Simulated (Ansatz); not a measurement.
## KSnCl₃: from a starting cell to a relaxed one

The relaxed structure here is a generated cell of KSnCl3: the first start was made by placing the elements on the sites of a structure type, and the end was not matched to a known phase here, so it may be hypothetical.

The start is a generated cell, KSnCl3 placed in the GdFeO3 structure type. The structure is fully relaxed (lattice and positions, P = 0) with r2SCAN (plane waves to 500 eV, PAW, scalar-relativistic; Ansatz, a program for electronic structure). The first steps use a coarse 3×2×3 k-mesh.

Input geometry:
```yaml
crystal:
  lattice:
    - [7.40107, 0.00000, 0.00000]
    - [0.00000, 10.44290, 0.00000]
    - [0.00000, 0.00000, 7.37636]
  atoms:
    - { symbol: K, position: [0.48770, 0.25000, 0.99160] }
    - { symbol: K, position: [0.98770, 0.25000, 0.50840] }
    - { symbol: K, position: [0.51230, 0.75000, 0.00840] }
    - { symbol: K, position: [0.01230, 0.75000, 0.49160] }
    - { symbol: Sn, position: [0.00000, 0.00000, 0.00000] }
    - { symbol: Sn, position: [0.50000, 0.50000, 0.50000] }
    - { symbol: Sn, position: [0.00000, 0.50000, 0.00000] }
    - { symbol: Sn, position: [0.50000, 0.00000, 0.50000] }
    - { symbol: Cl, position: [0.03130, 0.25000, 0.05860] }
    - { symbol: Cl, position: [0.53130, 0.25000, 0.44140] }
    - { symbol: Cl, position: [0.96870, 0.75000, 0.94140] }
    - { symbol: Cl, position: [0.46870, 0.75000, 0.55860] }
    - { symbol: Cl, position: [0.28800, 0.53700, 0.21300] }
    - { symbol: Cl, position: [0.78800, 0.96300, 0.28700] }
    - { symbol: Cl, position: [0.71200, 0.03700, 0.78700] }
    - { symbol: Cl, position: [0.21200, 0.46300, 0.71300] }
    - { symbol: Cl, position: [0.71200, 0.46300, 0.78700] }
    - { symbol: Cl, position: [0.21200, 0.03700, 0.71300] }
    - { symbol: Cl, position: [0.28800, 0.96300, 0.21300] }
    - { symbol: Cl, position: [0.78800, 0.53700, 0.28700] }
```

- Initial pressure = +4.8 GPa (positive: the cell is compressed)
- Outcome = The space group stays Pnma (No. 62) (the run could not lower it); the end is AFLOW prototype AB3C_oP20_62_c_cd_a (as in CaTiO3), with 20 atoms in the primitive cell
- Energy released = 0.090 eV/atom
- Shortest distances (start → end) = The closest pairs of elements (up to four, under 3.6 Å), start → end: Cl–Sn 2.66 → 2.83 Å; Cl–K 3.16 → 3.15 Å
- Band gap at the end = 1.91 eV, direct at Γ (no spin-orbit coupling)
- Optimiser moves = 7

Final values are on a 4×3×4 k-mesh of the relaxed cell. No spin polarisation in the result.

The run could not lose the symmetry of its start, so the end can be a saddle point.
